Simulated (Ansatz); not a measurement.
Given:

AlIr:
```xyz
2
Lattice="2.9894 0.0000 0.0000 0.0000 2.9894 0.0000 0.0000 0.0000 2.9894" Properties=species:S:1:pos:R:3 pbc="T T T"
Al     0.0000     0.0000     0.0000
Ir     1.4947     1.4947     1.4947
```

This is the PBEsol-relaxed structure.

Question: All from plane-wave PAW PBEsol (Ansatz code), unless another level is named. Predict the density of states at the Fermi level.

Answer: 0.19 states/eV per atom (mean over ±0.08 eV).

Question: Predict the formation energy from the elements (no fitted shifts).

Answer: -0.92 eV/atom.

Question: And the gap with spin–orbit coupling?

Answer: none (metallic).

Space group Pm-3m (CsCl type). The first step of the workflow began from a Materials Project structure, measured or hypothetical; the Crystallography Open Database copy checked does not list it. With Al and Ir taken as one species the cell has the higher symmetry Im-3m, so it may be an ordered model of a mixed-site phase. Whether it is the stable phase at ambient conditions was not checked. The PBEsol relaxation kept the symmetry of its start; of distortions, only those at the zone centre were tested. The run is not spin-polarised. The references are the lowest solids computed at this level, not always the standard phases. Scalar-relativistic: spin–orbit coupling is off unless named, which matters more the heavier the elements.

Potentials: the later of the program's two PAW sets.
